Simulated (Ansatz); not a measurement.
# HfN: clamped-ion strain scan

Method: DFT PBEsol, scalar-relativistic, plane waves, PAW (Ansatz). Settings: plane waves to 420 eV, k-mesh 22×22×22 (Γ-centred), Gaussian smearing 0.15 eV. Spin–orbit coupling is left out, which can shift energies with elements as heavy as these. No spin polarisation. Energies are free energies at this smearing, counted from the undisturbed cell; pressure is positive in compression.

The undisturbed cell (relaxed at this level):

```
Hf N
1.0
     0.00000    2.25078    2.25078
     2.25078    0.00000    2.25078
     2.25078    2.25078    0.00000
Hf N
1 1
Direct
  0.00000 0.00000 0.00000
  0.50000 0.50000 0.50000
```

The cell is strained by ε times the Voigt pattern (0, 0, 0, 0, 1, 0) (xx, yy, zz, yz, xz, xy; engineering shear) with fractional coordinates fixed. The cell is metallic on the mesh throughout.

```csv
ε,ΔE (meV/atom),"stress summed along the pattern (GPa, tension positive)",pressure (GPa)
-0.1500,106.9,-20.94,2.0
-0.0750,?,?,0.5
0.0000,0.0,0.00,0.0
0.1125,58.3,15.10,1.1
```

Q: Give the withheld values.

A: ΔE (meV/atom) at ε = -0.0750: 25.2; stress summed along the pattern (GPa, tension positive) at ε = -0.0750: -9.62.

Cost: 4 runs of about 5.3 core-minutes in all, on Intel Xeon Processor @ 2.50GHz (Skylake/Cascade Lake) (shared hosts).